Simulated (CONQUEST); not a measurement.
A self-consistent single point of Ge (Imma, 4 atoms in the cell; from Materials Project mp-1061054, changed as shown).

```yaml
crystal:
  lattice:
    - [4.89196, 0.00000, 0.00000]
    - [0.00000, 5.19569, 0.00000]
    - [0.00000, 0.00000, 2.81641]
  atoms:
    - { symbol: Ge, position: [0.00000, 0.75000, 0.93594] }
    - { symbol: Ge, position: [0.00000, 0.25000, 0.06406] }
    - { symbol: Ge, position: [0.50000, 0.25000, 0.43594] }
    - { symbol: Ge, position: [0.50000, 0.75000, 0.56406] }
```

Computed with LDA (PW92), numerical atomic orbitals double-zeta with polarisation (the shipped basis), PseudoDojo norm-conserving potentials made for LDA (CONQUEST 1.3).

CONQUEST settings:

* **basis**: DZP
* **Diag.MPMeshX, Y, Z**: 6 6 10
* **potentials**: PseudoDojo norm-conserving LDA
* **Grid.GridCutoff**: 140 Ha
* **DM.SolutionMethod**: diagon
* **Diag.kT**: 0.001837 Ha
* **Diag.GammaCentred**: true
* **minE.SCTolerance**: 1.0e-06
* **SC.MaxIters**: 100
* **SC.LinearMixingFactor**: 0.5
* **SC.KerkerPreCondition**: true
* **SC.KerkerFactor**: 0.1 1/bohr
* **AtomMove.TypeOfRun**: static

Results:

```
Quantity                                                 Result
------------------------------------------------  -------------
Number of valence electrons                                  56
Number of bands                                              72
Number of k-points after the program's reduction            248
Size of the basis                                            72
Number of SCF iterations                                      6
FFT grid                                           60 × 60 × 32
Free energy E − TS                                -9710.6008 eV
Fermi level (on the code's own zero)                   -4.74 eV
Pressure                                               2.65 GPa
```

For comparison: a first run was changed to give this one (lattice scaled by 0.98), and from it to this one the free energy stays essentially unchanged (within 1 meV/atom) and the pressure goes from -2.39 to 2.65 GPa.

The program uses no crystal symmetry, so grid and mesh can part values that symmetry would make equal. The atom-centred basis is finite, which shifts total energies and pressures against plane waves. The structure comes from a collection of computed structures, made at another level of theory; the collection holds predicted forms beside known ones.

Cost on one core: very roughly 70 core-seconds.
